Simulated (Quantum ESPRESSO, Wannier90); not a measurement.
**MgS (rock salt), plane waves to Wannier functions**

```
MgS
1.0
    0.00000     2.60440     2.60440
    2.60440     0.00000     2.60440
    2.60440     2.60440     0.00000
Mg S
1 1
Cartesian
  0.00000   0.00000   0.00000
  2.60440   2.60440   2.60440
```

Structure: Materials Project mp-1315, symmetrised, not relaxed again. COD (Crystallography Open Database) has an entry of this formula and space group (matched by these alone). Computed values, not measurements, from LDA: Quantum ESPRESSO (norm-conserving PseudoDojo potentials, cutoff 68 Ry, no spin polarisation, no spin-orbit coupling) on a Γ-centred 8×8×8 mesh, then Wannier90. Density: 10×10×10 mesh, cold smearing 0.01 Ry.

Functional, cutoff and mesh named above are those of the base row (1); the first column says what each row takes instead. Model: 4 functions from bands 5-8, start SCDM (isolated) (the valence bands). Energies are relative to the valence-band maximum; the misfit is to pw.x on a path, for all bands of the set. The lattice is scaled uniformly, fractional positions fixed. Ω_total can sit in another minimum from row to row; Ω_I of an isolated set cannot. A star marks runs that hit the step limit.

```
scale  Ω_I (Å²)  Ω_total (Å²)  rms misfit (meV)  gap (eV)  bottom of band 5 (eV)
-----  --------  ------------  ----------------  --------  ---------------------
0.95       4.67          5.76               2.8      2.86                 -13.61
0.975      4.82          5.92               2.7      2.71                 -13.09
1          4.98          6.09               2.8      2.55                 -12.63
1.025      5.15         6.27*               3.1      2.39                 -12.23
1.05       5.34          6.47               3.7      2.24                 -11.89
```
